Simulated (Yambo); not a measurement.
# Bethe-Salpeter results for KZnF3

```
CELL_PARAMETERS angstrom
      4.04742     0.00000     0.00000
      0.00000     4.04742     0.00000
      0.00000     0.00000     4.04742
ATOMIC_POSITIONS crystal
  F  0.00000 0.50000 0.50000
  F  0.50000 0.00000 0.50000
  F  0.50000 0.50000 0.00000
  K  0.00000 0.00000 0.00000
  Zn 0.50000 0.50000 0.50000
```

The geometry is that of Materials Project entry mp-5878, symmetrised and not relaxed again.

BSE in Yambo on norm-conserving PBEsol (Quantum ESPRESSO, 84 Ry, no spin-orbit coupling) bands: 8×8×8 mesh, 14 valence and 1 conduction bands, static screening with 47 bands and a 3 Ry block, scissor 3.55 eV, Tamm-Dancoff; field along x.

```
state  energy (eV)  states within 2 meV  relative strength   class    main transitions
-----  -----------  -------------------  -----------------  ------  ------------------
1             8.06                    3               1.00  strong  several band pairs
2             8.07                    2             < 0.01    weak  several band pairs
3             8.23                    3             < 0.01    dark  several band pairs
4             8.41                    3             < 0.01    dark  several band pairs
5             8.71                    3               0.13  strong  several band pairs
6             8.78                    3             < 0.01    dark  several band pairs
7             8.92                    3             < 0.01    dark  several band pairs
8             8.93                    3             < 0.01    dark  several band pairs
```

These are vertical excitations (zero momentum); the indirect quasiparticle gap, about 7.49 eV, is smaller than the direct one (9.13 eV on the GW mesh). The direct quasiparticle gap on this mesh is 9.13 eV; counted from there, state 1 is bound by 1.07 eV. On a 4×4×4 mesh the same difference is 1.47 eV, so it isn't converged.

Spin singlets only. Strengths are relative to the strongest of the lowest states of this run; strong means a line over 3 % of the spectrum's maximum, dark under 0.03 %. Absolute energies carry the error of the G0W0 scissor, whose convergence isn't established.

The cell is held in this high symmetry; tilts and polar distortions were not searched.

With a shallow 3d shell G0W0 needs far more bands and larger blocks than here, so the scissor is uncertain by tenths of an eV or more.
